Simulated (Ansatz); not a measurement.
Computed scan of one atom of the cell: Pt (fcc, Cu type)

Relaxed Pt (fcc, Cu type):

```
CELL_PARAMETERS angstrom
      3.97027     0.00000     0.00000
      0.00000     3.97027     0.00000
      0.00000     0.00000     3.97027
ATOMIC_POSITIONS crystal
  Pt 0.00000 0.00000 0.00000
  Pt 0.50000 0.50000 0.00000
  Pt 0.50000 0.00000 0.50000
  Pt 0.00000 0.50000 0.50000
```

Scan: atom 3 (Pt, nearest neighbour Pt at 2.807 Å; its periodic images, 4.0 Å or more away, move with it) is displaced towards the nearest neighbour, direction (-0.707, -0.707, 0.000) in Cartesian axes, by s. The other atoms stay.

Calculation: PBE (plane waves to 420 eV, PAW, scalar-relativistic; Ansatz, a program for electronic structure). k mesh 10×10×10 (Γ-centred), Fermi-Dirac smearing 0.05 eV. Energies are smeared free energies. Compression counts positive. With partly filled bands, energies and forces of such displacements shift with the k mesh and the smearing. F∥ is the force on the atom along that direction. Pt is run without spin polarisation. Pt was relaxed with its symmetry unable to fall. Spin-orbit coupling is left out, though Pt is heavy. The zero of ΔE is the undisplaced structure.

```tsv
s (Å)	ΔE (meV/cell)	P (GPa)	F∥ (eV/Å)
-0.560	2119	22.5	9.553
-0.448	1241	13.8	6.339
-0.336	661	7.6	4.156
-0.224	286	3.3	2.596
-0.112	71	0.8	1.267
0.000	0	0.0	0.000
0.112	71	0.8	-1.267
0.224	286	3.3	-2.596
0.336	661	7.6	-4.156
0.448	1241	13.8	-6.339
0.560	2119	22.5	-9.553
```

Read from the data:

The energy at s = 0.560 Å comes out as 2119 meV/cell and the force along the line at s = -0.560 Å is 9.55 eV/Å. The force constant k = d²E/ds² at s = 0 (finite differences) comes out as 11.2 eV/Å². Symmetry of the curve: even: the same for both signs. Shape of the curve: a single well with its minimum at or next to zero displacement. Harmonic estimate at the end of the scan: ½ks² = 1759 meV/cell against the computed 2119 meV/cell, so the well is stiffer than harmonic there.

The 11 points together took around 6 core-minutes (rough).

(A displaced cell: forces are minus the slopes of the energy, force constants its curvatures, and phonons follow from these.)
